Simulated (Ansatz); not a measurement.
The start is a generated cell, W placed in the AFLOW prototype A_oP8_62_2c (A_c). The cell and all atomic positions are relaxed at zero pressure with r2SCAN (plane waves to 500 eV, PAW, scalar-relativistic; Ansatz, an electronic-structure program). The first steps use a 8×11×10 k-mesh.

Initial structure:
```
W
1.0
    6.23831     0.00000     0.00000
    0.00000     4.42196     0.00000
    0.00000     0.00000     4.57551
W
8
Direct
  0.46400   0.25000   0.29200
  0.96400   0.25000   0.20800
  0.53600   0.75000   0.70800
  0.03600   0.75000   0.79200
  0.18100   0.25000   0.65800
  0.68100   0.25000   0.84200
  0.81900   0.75000   0.34200
  0.31900   0.75000   0.15800
```

Q: What pressure does the first self-consistent step give?

A: +33.5 GPa (positive: the cell is compressed).

Q: How does the volume change?

A: +0.8 %, from 15.78 to 15.91 Å³/atom.

Q: Write out the relaxed structure.

A: 
Space group Im-3m (No. 229); a = 3.169 Å, b = 3.169 Å, c = 3.169 Å, α = 90.00°, β = 90.00°, γ = 90.00°

```
atom  site  symmetry       x       y       z
----  ----  --------  ------  ------  ------
W       2a      m-3m  0.0000  0.0000  0.0000
```
(The calculation used a cell of 1 atom; values per cell refer to that cell.)

No spin polarisation in the result.

The run could not lose the symmetry of its start; a randomly shaken copy of 2 atoms returns to this structure.
